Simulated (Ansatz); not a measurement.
# Phonon dispersion of Li2AlO2

All numbers below come from DFT PBE, scalar-relativistic, plane waves, PAW in Ansatz 0.2.0. Plane waves to 420 eV; Γ-centred k mesh 12×12×4; Gaussian smearing of 0.10 eV. No spin polarisation. Phonons by linear response, acoustic sum rule imposed.

Relaxed structure:
```
CELL_PARAMETERS angstrom
2.83378 0.00000 0.00000
-1.41689 2.45412 0.00000
0.00000 0.00000 7.47374
ATOMIC_POSITIONS crystal
Li 0.66667 0.33333 0.32110
Li 0.33333 0.66667 0.67890
Al 0.00000 0.00000 0.00000
O 0.33333 0.66667 0.13739
O 0.66667 0.33333 0.86261
```

It was reached by relaxing an invented guess, and it needn't be the stable form of this composition. In a metal, frequencies and elastic constants depend on the k mesh and the smearing, soft modes and shear constants most. Some empty bands missed the eigensolver's threshold. The q mesh is coarse, so values between its points are rough.

Force constants from linear response on a 3×3×1 q mesh.

Path: Γ–M–K–Γ–A–L–H–A | L–M | H–K. Only the points of the 3×3×1 mesh were computed; the rest is interpolation, which is rough on so few points. On the mesh no mode is imaginary. Distance along the path (Å⁻¹), then the branches (cm⁻¹, negative for imaginary):
```
0.000  0 0 0 157 157 165 165 326 389 389 437 437 472 632 684
0.320  44 108 166 169 189 212 225 316 392 421 437 450 515 615 651
0.640  132 184 194 242 286 303 309 343 375 394 470 485 543 582 655
0.960  210 212 226 293 296 308 341 379 382 424 470 481 552 593 699
1.280  215 238 259 263 296 322 349 361 419 428 436 486 592 647 672
1.465  225 242 270 271 294 336 348 374 417 427 430 498 589 641 660
1.650  244 255 290 293 297 347 369 392 410 424 435 523 579 624 625
1.834  260 271 286 314 329 347 385 390 400 454 462 548 560 582 599
2.019  270 279 279 326 346 346 387 388 388 478 511 511 567 573 573
2.389  226 266 301 302 309 346 352 370 412 435 479 495 547 587 649
2.758  147 222 229 264 307 308 327 340 374 435 444 484 545 581 659
3.128  53 126 172 191 194 231 236 314 399 421 429 460 528 612 641
3.497  0 0 0 157 157 165 165 326 389 389 437 437 472 632 684
3.603  9 9 41 154 154 167 167 323 389 389 437 437 473 629 686
3.708  16 16 77 150 150 170 170 316 389 389 437 437 474 624 690
3.813  22 22 103 148 148 172 172 308 389 389 437 437 474 620 694
3.918  23 23 113 146 146 172 172 305 389 389 437 437 474 618 696
4.238  109 114 166 168 191 204 228 293 392 417 450 451 510 606 660
4.558  162 175 206 239 270 282 309 353 380 394 470 487 543 583 653
4.878  206 227 231 260 292 319 346 382 387 424 470 481 552 593 698
5.198  216 237 242 284 286 322 358 362 403 424 452 486 591 648 672
5.383  230 242 247 287 292 336 357 373 401 424 444 498 588 642 660
5.567  249 263 265 294 307 355 371 387 399 433 433 523 578 624 625
5.752  254 281 293 308 326 357 377 389 397 456 461 548 560 582 599
5.937  255 292 292 332 332 355 372 388 388 477 512 512 567 573 573
6.306  238 265 284 293 312 345 370 371 412 428 479 495 548 587 650
6.676  176 216 228 260 272 312 326 361 371 434 445 486 545 582 657
7.046  115 131 164 197 198 218 240 292 401 416 436 465 525 604 649
7.415  23 23 113 146 146 172 172 305 389 389 437 437 474 618 696
7.468  216 237 242 284 287 322 358 362 404 424 451 486 591 648 672
7.573  216 238 245 280 289 322 355 362 408 424 448 486 592 647 672
7.678  215 238 250 273 293 322 352 361 414 425 443 486 592 647 672
7.783  215 238 257 266 295 322 349 361 418 427 437 486 592 647 672
7.835  255 292 292 332 332 355 372 388 388 477 512 512 567 573 573
7.941  257 290 290 334 334 349 376 388 388 477 512 512 567 573 573
8.046  262 285 285 339 339 339 382 388 388 477 512 512 567 573 573
8.151  267 280 280 330 344 344 385 388 388 477 511 511 567 573 573
8.256  270 279 279 326 346 346 387 388 388 478 511 511 567 573 573
```
